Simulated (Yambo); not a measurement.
**NaHF$_{2}$: lowest vertical excitons**

```
CELL_PARAMETERS angstrom
      1.73668     1.00267     4.59980
     -1.73668     1.00267     4.59980
      0.00000    -2.00535     4.59980
ATOMIC_POSITIONS crystal
  H  0.50000 0.50000 0.50000
  F  0.58266 0.58266 0.58266
  F  0.41734 0.41734 0.41734
  Na 0.00000 0.00000 0.00000
```

Cell and atoms were relaxed with PBE+D3(BJ) from Materials Project entry mp-27837, within its symmetry.

BSE in Yambo on PBEsol (pw.x of Quantum ESPRESSO, ONCV potentials, without SOC) bands: 8×8×8 mesh, 6 valence and 2 conduction bands, static screening with 27 bands and a 4 Ry block, scissor 4.41 eV, Tamm-Dancoff; field along x.

```json
[
 {"state": "1", "energy (eV)": "9.11", "states within 2 meV": "2", "relative strength": "< 0.01", "class": "dark", "main transitions": "several band pairs"},
 {"state": "2", "energy (eV)": "9.41", "states within 2 meV": "1", "relative strength": "< 0.01", "class": "dark", "main transitions": "several band pairs"},
 {"state": "3", "energy (eV)": "9.51", "states within 2 meV": "2", "relative strength": "1.00", "class": "strong", "main transitions": "several band pairs"},
 {"state": "4", "energy (eV)": "10.65", "states within 2 meV": "1", "relative strength": "< 0.01", "class": "dark", "main transitions": "several band pairs"},
 {"state": "5", "energy (eV)": "10.67", "states within 2 meV": "2", "relative strength": "< 0.01", "class": "weak", "main transitions": "several band pairs"},
 {"state": "6", "energy (eV)": "10.70", "states within 2 meV": "2", "relative strength": "< 0.01", "class": "weak", "main transitions": "several band pairs"},
 {"state": "7", "energy (eV)": "10.73", "states within 2 meV": "2", "relative strength": "< 0.01", "class": "dark", "main transitions": "several band pairs"},
 {"state": "8", "energy (eV)": "10.78", "states within 2 meV": "2", "relative strength": "< 0.01", "class": "dark", "main transitions": "several band pairs"}
]
```

These are vertical excitations (zero momentum). The direct quasiparticle gap on this mesh is 11.54 eV; counted from there, state 1 is bound by 2.43 eV. Convergence with the mesh was not shown.

Spin singlets only. Strengths are relative to the strongest of the lowest states of this run; strong means a line over 3 % of the spectrum's maximum, dark under 0.03 %. Absolute energies carry the error of the G0W0 scissor, whose convergence isn't established; the long-wavelength screening was taken along (1,1,1) although the crystal is anisotropic.
